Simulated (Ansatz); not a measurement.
# LiCl at 50 GPa: from Born charge to LO–TO splitting and polaron coupling

Computed with DFT LDA, scalar-relativistic, plane waves, PAW (Ansatz). Plane waves to 420 eV; Γ-centred k mesh 10×10×10; fixed occupations. No spin polarisation. Phonons by linear response, acoustic sum rule imposed.

The cell, relaxed at 50 GPa:
```
Li Cl
1.0
     0.00000    2.13197    2.13197
     2.13197    0.00000    2.13197
     2.13197    2.13197    0.00000
Li Cl
1 1
Cartesian
  0.0000 0.0000 0.0000
  2.1320 2.1320 2.1320
```

Other phases may be more stable at this pressure.

Linear response gives ν_TO = 570.5 cm⁻¹, Born charges ±1.028 e (positive on Li) and ε∞ = 4.133. The primitive cell holds 19.381 Å³, and the masses are 6.940 and 35.450 amu.

**Question.** Find ν_LO and the static dielectric constant.

**Answer.** The long-wave field adds a restoring force: ω_LO² − ω_TO² = Z*²e²/(ε_vac ε∞ μV). In these units ν_LO² − ν_TO² = 4.92064×10⁷ Z*²/(μ V ε∞) cm⁻², with μ = m₁m₂/(m₁ + m₂) = 5.804 amu: 111926 cm⁻². So ν_LO = √(570.5² + 111926) = 661.4 cm⁻¹, and the run gives 661.4. Lyddane–Sachs–Teller then gives ε0 = ε∞ (ν_LO/ν_TO)² = 5.55, against 5.55 in the run (it forms both from the same three quantities, so the match checks the arithmetic only). Between ν_TO and ν_LO the dielectric function is negative and an undamped crystal reflects fully: a reststrahlen band from 15.1 to 17.5 μm.

**Question.** What do the Clausius–Mossotti polarisability and the Szigeti charge come to?

**Answer.** With the Lorentz local field, α = (3V/4π)(ε∞ − 1)/(ε∞ + 2) = 2.36 Å³ for the pair, and e_S = 3Z*/(ε∞ + 2) = 0.50 e. The Born charge includes the electrons' response to the dipole's own local field, and e_S takes that enhancement out. The Lorentz field assumes point-like polarisable ions, a poor picture once ε∞ is this large, since the electron clouds then overlap or are shared, so both numbers are formal here.

**Question.** How strongly does a slow electron couple to the LO mode?

**Answer.** For one isotropic parabolic band, Fröhlich's constant is α_F = (1/ε∞ − 1/ε0) √(m* Ry/ħω_LO), with Ry = 13.606 eV, ħω_LO = 82.0 meV and m* in free-electron masses: α_F = 0.0619 × 12.88 × √m* = 0.80 √m*. The band mass isn't part of this run; for m* = 0.1, 0.3 and 1 it gives 0.25, 0.44, 0.80. In weak coupling the polaron lies α_F ħω_LO below the band edge (36 meV at m* = 0.3) with a mass m*(1 + α_F/6); past α_F of about 5 or 6 that expansion fails. A semilocal functional's ε∞ tends to be too large, which taken alone lowers α_F.